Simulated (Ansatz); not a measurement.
SnO2 (rutile)

```
SnO2
1.0
    4.82756     0.00000     0.00000
    0.00000     4.82756     0.00000
    0.00000     0.00000     3.23791
Sn O
2 4
Cartesian
  0.00000   0.00000   0.00000
  2.41378   2.41378   1.61895
  1.48012   1.48012   0.00000
  3.89390   0.93366   1.61895
  0.93366   3.89390   1.61895
  3.34744   3.34744   0.00000
```

The slice is a (-1 2 0) plane (indices of the conventional cell) through the point (0.693, 0.693, 0.000) (fractional), spanned by u = [001] and v = [210] in vectors of this cell: u (3.24 Å) and v (10.79 Å, at 90° to u). It covers one period; positions are fractions (u, v).

These are PBE (plane waves to 420 eV, PAW, scalar-relativistic; Ansatz, a program for electronic structure) values and carry that method's errors. k mesh 7×7×10. Near the nuclei the fields are pseudised (PAW); where an atom keeps semicore shells as valence, they peak there. SnO2 was relaxed with its symmetry unable to fall. The PAW data are Ansatz's earlier set.

**Question.** Predict the map of the valence electron density on the slice.

**Answer.** 
```
v \ u  0.00  0.12  0.25  0.38  0.50  0.62  0.75  0.88
-----  ----  ----  ----  ----  ----  ----  ----  ----
0.86   -0.8  -0.7  -0.3   0.5   0.7   0.5  -0.3  -0.7
0.71   -0.6  -0.7  -1.1  -1.4  -1.4  -1.4  -1.1  -0.7
0.57   -1.1  -0.9  -0.3   0.4   0.7   0.4  -0.3  -0.9
0.43   -1.3  -1.3  -1.3  -1.1  -1.0  -1.1  -1.3  -1.3
0.29   -0.9  -0.9  -0.7  -0.5  -0.3  -0.5  -0.7  -0.9
0.14    0.1  -0.2  -0.5  -0.6  -0.6  -0.6  -0.5  -0.2
0.00    0.9   0.6  -0.1  -0.7  -0.9  -0.7  -0.1   0.6
```

Values: log₁₀ of the valence density in e/Å³. The scale is logarithmic, as a density can span decades between atoms and voids.
